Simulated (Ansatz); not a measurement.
Input:

KTaO3:
```yaml
crystal:
  lattice:
    - [4.02438, 0.00000, 0.00000]
    - [0.00000, 4.02438, 0.00000]
    - [0.00000, 0.00000, 4.02438]
  atoms:
    - { symbol: K, position: [0.50000, 0.50000, 0.50000] }
    - { symbol: O, position: [0.50000, 0.00000, 0.00000] }
    - { symbol: O, position: [0.00000, 0.50000, 0.00000] }
    - { symbol: O, position: [0.00000, 0.00000, 0.50000] }
    - { symbol: Ta, position: [0.00000, 0.00000, 0.00000] }
```

This is the PBE-relaxed structure.

Question: All from the program Ansatz at the PBE level (PAW), unless another level is named. Estimate the Hill bulk and shear moduli.

Answer: 188 and 123 GPa.

Question: And the highest zone-centre frequency (without LO–TO term)?

Answer: 503 cm⁻¹.

Space group Pm-3m (cubic perovskite). The PBE relaxation kept the symmetry of its start. At this level the phase is dynamically unstable (imaginary phonons). No spin polarisation was allowed. Scalar-relativistic: spin–orbit coupling is off unless named, which matters more the heavier the elements.

Potentials: the later of the program's two PAW sets.
